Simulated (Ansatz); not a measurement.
Question: Name crystals whose computed values (DFT-LDA in the program Ansatz with PAW potentials) fall in these windows: G_Hill (GPa) 57 to 79; Θ_D (K) 490 to 600; B₀ by P(V) fit (GPa) 110 to 140.

Answer: 

| crystal | G_Hill (GPa) | Θ_D (K) | B₀ by P(V) fit (GPa) |
|---|---|---|---|
| TiAl, L1₀ or tetragonal B2 | 70.6 | 556 | 127 |
Others may fit too.

The cell was relaxed under the symmetry of its start. Rows with no word on spin ran without spin polarisation.

Potentials: the later of the program's two PAW sets.
